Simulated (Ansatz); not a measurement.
NiS (P63/mmc): energy against the cell's spin moment

```
Ni S
1.0
     3.42500    0.00000    0.00000
    -1.71250    2.96614    0.00000
     0.00000    0.00000    5.34000
Ni S
2 2
Cartesian
  0.0000 0.0000 0.0000
  0.0000 0.0000 2.6700
  0.0000 1.9774 1.3350
  1.7125 0.9887 4.0050
```

Geometry: a structure as deposited in COD; nothing is relaxed.

Settings: LDA, 11×11×7 k mesh, Fermi–Dirac smearing of 0.05 eV. PAW means Ansatz 0.2.0 on its default frozen-core files; LAPW is all-electron LAPW in Ansatz 0.2.0. Site moments are integrated in spheres about the atoms, whose radii differ between the methods. Start moments of the first PAW run (μB): Ni1 1.5, Ni2 1.5.

The total moment M of the cell is held by giving each spin its own Fermi level. Half their difference over μB is the field that would hold M, so μB·B = dF/dM. Energies count from each method's free run. The held moment starts spread evenly over Ni1, Ni2.

Question: Does the cell keep a net moment when the moments are free, and how does its energy change with a held moment?

Answer: The free run has no net moment (M = 0.00 μB). 
```json
{"M (μB/cell)": "0.00", "ΔF PAW (meV/cell)": "0.0", "ΔF LAPW (meV/cell)": "–", "B, PAW (T)": "–", "largest site moment, PAW (μB)": "0.00", "pressure, PAW (GPa)": "-12.6"}
{"M (μB/cell)": "0.10", "ΔF PAW (meV/cell)": "+1.0", "ΔF LAPW (meV/cell)": "+1.0", "B, PAW (T)": "+347", "largest site moment, PAW (μB)": "0.04", "pressure, PAW (GPa)": "-12.5"}
{"M (μB/cell)": "0.30", "ΔF PAW (meV/cell)": "+9.3", "ΔF LAPW (meV/cell)": "–", "B, PAW (T)": "+1109", "largest site moment, PAW (μB)": "0.11", "pressure, PAW (GPa)": "-12.5"}
{"M (μB/cell)": "0.60", "ΔF PAW (meV/cell)": "+38.0", "ΔF LAPW (meV/cell)": "–", "B, PAW (T)": "+2121", "largest site moment, PAW (μB)": "0.21", "pressure, PAW (GPa)": "-12.4"}
{"M (μB/cell)": "1.00", "ΔF PAW (meV/cell)": "+98.0", "ΔF LAPW (meV/cell)": "+97.9", "B, PAW (T)": "+3031", "largest site moment, PAW (μB)": "0.36", "pressure, PAW (GPa)": "-12.0"}
{"M (μB/cell)": "1.60", "ΔF PAW (meV/cell)": "+229.1", "ΔF LAPW (meV/cell)": "–", "B, PAW (T)": "+4535", "largest site moment, PAW (μB)": "0.57", "pressure, PAW (GPa)": "-11.1"}
{"M (μB/cell)": "2.40", "ΔF PAW (meV/cell)": "+494.2", "ΔF LAPW (meV/cell)": "–", "B, PAW (T)": "+7093", "largest site moment, PAW (μB)": "0.84", "pressure, PAW (GPa)": "-9.3"}
```

Separate runs put a uniform field on the spins (g = 2):

```csv
field (T),M PAW (μB/cell),M LAPW (μB/cell)
500,0.143,0.143
1000,0.273,0.273
```

The PAW files were made with PBE; the program remakes their cores once for the run's functional and then keeps them frozen. The Ansatz runs typed with the search for lower states off end where their start leads. The magnetic state is the one that this cell and start allow. It needn't be the compound's measured order, which may need a larger cell or be absent.
